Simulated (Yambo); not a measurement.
Yambo run on Ca3CdO4 (space group Cmmm, No. 65). The wavefunctions are norm-conserving PBEsol (Quantum ESPRESSO, 102 Ry, no spin-orbit coupling) ones on a 2×2×4 mesh (37 occupied bands); a = b = 5.846 Å, c = 3.392 Å, α = β = 90.00°, γ = 109.67°.

Yambo input:

```
rim_cut
HF_and_locXC
RandQpts= 1000000
RandGvec= 1 Ry
EXXRLvcs= 102 Ry
VXCRLvcs= 408 Ry
% QPkrange
 1 | 1 | 37 | 38 |
 3 | 3 | 37 | 38 |
 4 | 4 | 37 | 38 |
 6 | 6 | 37 | 38 |
 7 | 7 | 37 | 38 |
 9 | 9 | 37 | 38 |
%
```

k points by index: 1 = Γ, 3 = (0, 0, -0.5), 4 = (0, -0.5, 0), 6 = (0, -0.5, -0.5), 7 = (-0.5, -0.5, 0), 9 = (-0.5, -0.5, -0.5).

The o-*.hf file then holds:

```
#    K-point    Band    Eo [eV]    Ehf [eV]    Vxc [eV]    Vnlxc [eV]
#
    1    37    -0.201223    -5.550035    -19.20152    -24.55033
    1    38    2.578938    6.869824    -13.41237    -9.121487
    3    37    -0.431470    -5.442172    -19.88081    -24.89152
    3    38    5.286729    10.69922    -15.89087    -10.47838
    4    37    0.000000    -4.988922    -20.14563    -25.13455
    4    38    4.140915    8.529146    -16.14708    -11.75885
    6    37    -0.078279    -5.084804    -20.08687    -25.09340
    6    38    5.096098    10.99204    -13.28200    -7.386057
    7    37    -0.240065    -5.726192    -19.35640    -24.84253
    7    38    3.743099    8.405597    -15.60313    -10.94063
    9    37    -0.471057    -5.421883    -19.75768    -24.70851
    9    38    4.396422    10.14867    -12.80448    -7.052228
```
Exchange alone, without screening.

Geometry of the Materials Project entry, not relaxed at this level.

The structure is a Materials Project entry; no match was found in the copy of COD used, and its stability was not checked.
